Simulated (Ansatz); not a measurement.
KTaO3:
```
CELL_PARAMETERS angstrom
      4.02439     0.00000     0.00000
      0.00000     4.02439     0.00000
      0.00000     0.00000     4.02439
ATOMIC_POSITIONS crystal
  K  0.50000 0.50000 0.50000
  Ta 0.00000 0.00000 0.00000
  O  0.00000 0.50000 0.00000
  O  0.50000 0.00000 0.00000
  O  0.00000 0.00000 0.50000
```

x, y and z are the axes in which the lattice vectors are written.

Q: Give the high-frequency dielectric tensor and the Born effective charge tensors of the independent atoms from DFPT, the program Ansatz at the PBE level (PAW).

A: 
ε∞:
```
5.41  0.00  0.00
0.00  5.41  0.00
0.00  0.00  5.41
```
Z* of atom 1 (K), rows: field, columns: displacement, in e:
```
1.15  0.00  0.00
0.00  1.15  0.00
0.00  0.00  1.15
```
Z* of atom 2 (Ta), rows: field, columns: displacement, in e:
```
8.74  0.00  0.00
0.00  8.74  0.00
0.00  0.00  8.74
```
Z* of atom 3 (O), rows: field, columns: displacement, in e:
```
-1.66   0.00   0.00
 0.00  -6.57   0.00
 0.00   0.00  -1.66
```

Static charges for comparison (Bader): K1 +0.82, Ta2 +2.91, O3 -1.24 e. Born charges measure polarisation by displacement and can exceed these by far.

Space group Pm-3m (cubic perovskite). The PBE relaxation kept the symmetry of its start. At this level the phase is dynamically unstable (imaginary phonons). No spin polarisation was allowed. Scalar-relativistic: spin–orbit coupling is off unless named, which matters more the heavier the elements.

Potentials: the later of the program's two PAW sets.
